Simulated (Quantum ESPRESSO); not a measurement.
Space group P-3m1 (No. 164); a = 4.536 Å, b = 4.536 Å, c = 8.120 Å, α = 90.00°, β = 90.00°, γ = 120.00°

```csv
atom,site,symmetry,x,y,z
H,2d,3m.,0.6667,0.3333,0.3561
H,1b,-3m.,0.0000,0.0000,0.5000
I,1a,-3m.,0.0000,0.0000,0.0000
Ba,2d,3m.,0.3333,0.6667,0.3153
```

The geometry is that of Materials Project entry mp-1018651, symmetrised and not relaxed again.

Task: What does PBEsol (Quantum ESPRESSO, PseudoDojo norm-conserving, 72 Ry, scalar-relativistic) give for the electronic structure near the Fermi level?

Result: The PBEsol gap is indirect, 2.11 eV, from A to L; the smallest direct gap is 2.49 eV. Spin-orbit coupling is left out, which matters for elements this heavy: edges can move by tenths of an eV.

The structure is a Materials Project entry; no match was found in the copy of COD used, and its stability was not checked.
